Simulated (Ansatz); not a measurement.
## Ga (space group Cmce): frozen-phonon scan

Ga (space group Cmce)

```
Ga
1.0
    4.57459    -7.73991     0.00000
    2.28730     3.86995     0.00000
    0.00000     0.00000     4.58772
Ga
8
Direct
  0.07816   0.84368   0.91773
  0.57816   0.84368   0.91773
  0.42184   0.15632   0.08227
  0.92184   0.15632   0.08227
  0.17184   0.65632   0.41773
  0.67184   0.65632   0.41773
  0.32816   0.34368   0.58227
  0.82816   0.34368   0.58227
```

A phonon eigenvector at S = (0.5, 0.0, 0.0) is frozen into this cell: atom i moves by Q times the vector below, so Q is the largest atomic displacement, in Å. The cell is held. It is one choice among 2 degenerate patterns. (q is in reciprocal vectors of the primitive cell; the cell shown is doubled to hold the pattern.)

```
atom       x       y       z
----  ------  ------  ------
Ga1   -0.103  -0.039  -0.015
Ga2    0.103   0.039   0.015
Ga3   -0.778   0.334   0.062
Ga4    0.778  -0.334  -0.062
Ga5   -0.448   0.295  -0.065
Ga6    0.448  -0.295   0.065
Ga7   -0.892   0.444  -0.088
Ga8    0.892  -0.444   0.088
```

All values below come from PBE (plane waves to 420 eV, PAW, scalar-relativistic; Ansatz, a first-principles code). k mesh 6×12×10 (Γ-centred), Fermi-Dirac smearing 0.05 eV. The energy includes the smearing's −TS. With partly filled bands, energies and forces of such displacements shift with the k mesh and the smearing. Ga was relaxed with its symmetry unable to fall. The zero of ΔE is the undisplaced structure.

```csv
Q (Å),ΔE (meV/cell),−dE/dQ from forces (eV/Å)
-0.100,93,1.884
-0.083,65,1.561
-0.067,41,1.243
-0.050,23,0.929
-0.033,10,0.618
-0.017,3,0.308
0.000,0,0.000
0.017,3,-0.308
0.033,10,-0.618
0.050,23,-0.929
0.067,41,-1.243
0.083,65,-1.561
0.100,93,-1.884
```

Summary:

The energy at Q = 0.100 Å is 93 meV/cell. Space group of the distorted cell: P1 (No. 1), lowered from Cmce. Symmetry of the curve: even: the same for both signs. Shape of the curve: a single well with its minimum at or next to zero displacement. Harmonic wavenumber from the curvature (finite differences): 133 cm⁻¹. Wavenumber by perturbation theory (DFPT, on another k mesh): 133 cm⁻¹.

The 13 points together took very roughly 80 core-minutes.

(For displaced atoms, the force is minus the slope of the energy, and its curvature is a force constant, which sets phonon frequencies.)
